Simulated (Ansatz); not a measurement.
**B2Ir: computed property card**

B$_{2}$Ir:
```xyz
3
Lattice="3.0984 0.0000 0.0000 -1.5492 2.6833 0.0000 0.0000 0.0000 3.1819" Properties=species:S:1:pos:R:3 pbc="T T T"
Ir     0.0000     0.0000     0.0000
B      0.0000     1.7889     1.5909
B      1.5492     0.8944     1.5909
```

Space group P6/mmm (No. 191); conventional cell a = b = 3.098 Å, c = 3.182 Å, α = β = 90.00°, γ = 120.00°.

Method: the program Ansatz at the PBEsol level (PAW). The cell and atoms are relaxed at this level. Other levels are named where they apply.

### Cell and energy

| Property | Result |
|---|---|
| Volume per atom | 8.82 Å³ |
| Density | 13.42 g/cm³ |
| Formation energy from the elements (no fitted shifts) | 0.49 eV/atom |

### Electronic structure

| Item | Result |
|---|---|
| Electronic character | metallic (no gap) |
| Density of states at the Fermi level | 0.34 states/eV per atom (mean over ±0.08 eV) |
| Gap with spin–orbit coupling | none (metallic) |

### Mechanics

| Property | Value |
|---|---|
| Bulk modulus (Birch–Murnaghan fit) | 308 GPa |
| Pressure derivative B′ | 4.4 |
| Elastic constants (relaxed ions, GPa) | C11 = 407, C12 = 306, C13 = 248, C33 = 384, C44 = -47.5 |
| Mechanical stability | unstable (C has a negative eigenvalue) |

### Phonons

| Quantity | Value |
|---|---|
| Highest zone-centre frequency | 641 cm⁻¹ |
| Zone-centre stability | unstable, softest mode 181i cm⁻¹ |

The cell is a constructed one: a structure type filled with these elements; neither database checked (COD, Materials Project) lists it. Its standing as an ambient phase is unchecked. The PBEsol relaxation kept the symmetry of its start. The run is not spin-polarised. As this level gives no gap, shear constants depend on the k-mesh and smearing (Fermi–Dirac, 0.1 eV here). As this level gives no gap, phonon frequencies hold no LO–TO term and depend on the k-mesh and smearing (Fermi–Dirac, 0.1 eV here). The references are the lowest solids computed at this level, not always the standard phases. Scalar-relativistic: spin–orbit coupling is off unless named, which matters more the heavier the elements.

Potentials: the earlier of the program's two PAW sets. The files were generated under PBE; for other functionals the program regenerates the frozen cores, and for LDA and PBEsol the local potential too.
